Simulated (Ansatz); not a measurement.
Ru3W:
```
CELL_PARAMETERS angstrom
      3.83431     0.00000     0.00000
      0.00000     3.83431     0.00000
      0.00000     0.00000     3.83431
ATOMIC_POSITIONS crystal
  Ru 0.00000 0.50000 0.50000
  Ru 0.50000 0.50000 0.00000
  Ru 0.50000 0.00000 0.50000
  W  0.00000 0.00000 0.00000
```

Relaxed with r²SCAN. Special points in fractions of this cell's reciprocal vectors: Γ (0.000, 0.000, 0.000); X (0.000, 0.500, 0.000); M (0.500, 0.500, 0.000); R (0.500, 0.500, 0.500).

Problem. List the band energies nearest the Fermi level at these points for the program Ansatz at the r²SCAN with spin–orbit coupling level (PAW).

Solution. In eV from the Fermi level; about four levels below and three above (degenerate sets whole), none deeper than 8.9 eV; points with the same levels are listed once.

```
k                                below                above
-  -----------------------------------  -------------------
Γ  -2.31 -2.31 -2.31 -2.31 -2.06 -2.06  0.35 0.35 0.35 0.35
X              -0.53 -0.53 -0.45 -0.45  0.39 0.39 0.71 0.71
M              -0.30 -0.30 -0.07 -0.07  0.82 0.82 1.14 1.14
R              -2.00 -2.00 -2.00 -2.00  0.43 0.43 1.09 1.09
```

Space group Pm-3m (Cu3Au type). The cell is a constructed one: a structure type filled with these elements; neither database checked (COD, Materials Project) lists it. Its standing as an ambient phase is unchecked. The r²SCAN relaxation kept the symmetry of its start; its stability against distortions is not shown here. The run is not spin-polarised.

Potentials: the earlier of the program's two PAW sets.
